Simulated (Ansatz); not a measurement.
NiRuN₂ in space group R-3m (No. 166; Ru on 3b, Ni on 3a, N on 6c), the program Ansatz at the PBEsol level (PAW), all energies at zero smearing, with the estimated change up to a 700 eV cutoff added, with one set of potentials and settings (totals compare only within such a set). Cell of 4 atoms (1 Ru, 1 Ni, 2 N): -12376.910 eV.

```json
[
 {"element": "Ru", "reference phase": "P6_3/mmc, 2 atoms in the cell", "E (eV/atom)": "-5816.5470"},
 {"element": "Ni", "reference phase": "Fm-3m, 1 atoms in the cell, spin-polarised", "E (eV/atom)": "-5804.9838"},
 {"element": "N", "reference phase": "Pa-3, 8 atoms in the cell", "E (eV/atom)": "-378.4910"}
]
```

Formation energy per atom, worked out: (-12376.910 − 1×(-5816.5470) − 1×(-5804.9838) − 2×(-378.4910))/4 = 0.401 eV/atom (39 kJ per mol of atoms), at 0 K, without zero-point energy or fitted corrections.

The start of the workflow was typed in or built on a structure type; neither database checked (COD, Materials Project) lists it. Its standing as an ambient phase is unchecked. The cell was relaxed with PBEsol under the symmetry of its start; its stability against distortions is not shown here. The workflow began spin-polarised and lost its moments. Its formation energy is positive at this level, so the cell may be metastable or incomplete. The references are the lowest solids computed at this level, not always the standard phases (solids in place of the gases).

Potentials: the earlier of the program's two PAW sets. The files were generated under PBE; for other functionals the program regenerates the frozen cores, and for LDA and PBEsol the local potential too.
